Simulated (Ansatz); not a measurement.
Structures of ZrC: which is lowest?

Plane-wave DFT in Ansatz with scalar-relativistic PAW potentials, cutoff 500 eV, Γ-centred meshes chosen by cell and gap, Gaussian smearing with energies taken to zero width. Every cell was relaxed (cell and atoms) in a run of its own, within the symmetry of its start. Functional: r2SCAN.

Relaxed structures (starts from databases or built by putting these elements on another compound's sites):
A. Fm-3m, 2 atoms in the computed cell, a = 4.712 Å; sites (symmetry × multiplicity) Zr m-3m × 4, C m-3m × 4; start: database
B. Cmcm, 4 atoms in the computed cell, a = 3.230 Å, b = 10.161 Å, c = 3.359 Å; sites (symmetry × multiplicity) Zr m2m × 4, C m2m × 4; start: built

Rank them by energy. Could pressure change the order?

| structure | group | E − E(lowest) (meV/atom) | V (Å³/atom) | gap on mesh (eV) |
| --- | --- | --- | --- | --- |
| A | Fm-3m | 0.0 | 13.07 | 0.00 |
| B | Cmcm | 485 | 13.78 | 0.00 |

A is lowest, 485 meV/atom under B. The lowest is also the densest of these, so pressure wouldn't bring one of the others in at first order. Other structures may lie lower than all of these, and vibrations aren't counted.